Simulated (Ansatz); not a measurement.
ScIr, in the lowest among the structures calculated here: Pm-3m (No. 221), cP2, CsCl type; a = b = c = 3.189 Å, α = β = γ = 90.00°; Ir 1a (0.000, 0.000, 0.000); Sc 1b (0.500, 0.500, 0.500). Calculation: PBEsol (plane waves to 420 eV, PAW, scalar-relativistic; Ansatz, a first-principles code). Element references, the lowest calculated here: Ir (Fm-3m), Sc (P6₃/mmc).

Total energies (eV/atom, σ → 0; comparable only within this code, potentials and settings):

| phase | E (eV/atom) |
|---|---|
| ScIr (Pm-3m) | -6956.212 |
| Ir (Fm-3m) | -11799.034 |
| Sc (P6₃/mmc) | -2111.369 |
| ScIr2 (Fd-3m) | -8570.538 |

### Question
What is the formation energy of this Pm-3m form of ScIr from the elements?

### Answer
E_f = -6956.212 − [1 × (-2111.369) + 1 × (-11799.034)] / 2 = -1.01 eV/atom (-2.0 eV per formula unit).

### Question
Is it stable against the other phases calculated?

### Answer
Yes: the most favourable decomposition, ScIr → 0.5 ScIr2 + 0.5 Sc (Sc P6₃/mmc, ScIr2 Fd-3m), costs 0.47 eV/atom.

### Question
Over what range of chemical potentials is ScIr stable among the phases calculated here? Give the corners of its window as Δμ = μ − μ(element).

### Answer
| in equilibrium with | Δμ(Ir) (eV) | Δμ(Sc) (eV) |
|---|---|---|
| Sc | -2.02 | 0.00 |
| ScIr3 | -0.18 | -1.84 |

At every corner Σ nΔμ equals the formation energy, about -2.0 eV per formula unit; the corners carry the error of several atoms' energies, a few 0.01 eV.

Hull of the energies calculated here, no anion corrections, zero temperature, no zero-point energy; an uncalculated phase could lie lower. Values are rounded to 0.01 eV/atom. Spin-orbit coupling is missing from these energies, which matters for elements this heavy. The compounds carry no spin polarisation.
